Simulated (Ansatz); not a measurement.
A geometry of NbRu away from equilibrium: step 3 of the relaxation of a relaxed NbRu cell displaced along its unstable phonon at q = Γ (142i cm⁻¹), largest move 0.15 Å. Level of theory: PBEsol (plane waves to 420 eV, PAW, scalar-relativistic; Ansatz, an electronic-structure program). Γ-centred k-mesh 12×11×8 on the run's cell (coarser than for final values), Fermi–Dirac smearing 0.05 eV. The plane waves were selected for a different cell earlier on the path.

```yaml
crystal:
  lattice:
    - [2.72199, 0.00000, 0.00000]
    - [0.00000, 2.98875, 0.00000]
    - [0.00000, 0.00000, 3.94858]
  atoms:
    - { symbol: Ru, position: [0.19370, 0.50000, 0.50000] }
    - { symbol: Nb, position: [0.80185, 0.00000, 0.00000] }
```

Problem. Give the Cartesian forces on all atoms (eV/Å).

Solution. 
```tsv
atom	Fx	Fy	Fz
Ru1	0.47	0.00	0.00
Nb2	-0.47	0.00	0.00
```

The path ends in P4/mmm (No. 123). No spin polarisation in the result.

The run could not lose the symmetry of its start.

Of the parent cell (Pmmm (No. 47)): it is a generated cell of NbRu: the first start was made by placing the elements on the sites of a structure type, and the end was not matched to a known phase here, so it may be hypothetical.

The first start was generated by placing the elements on the sites of a structure type. A measured structure of NbRu has the same space group, P4/mmm (No. 123); the sites were not compared with it.
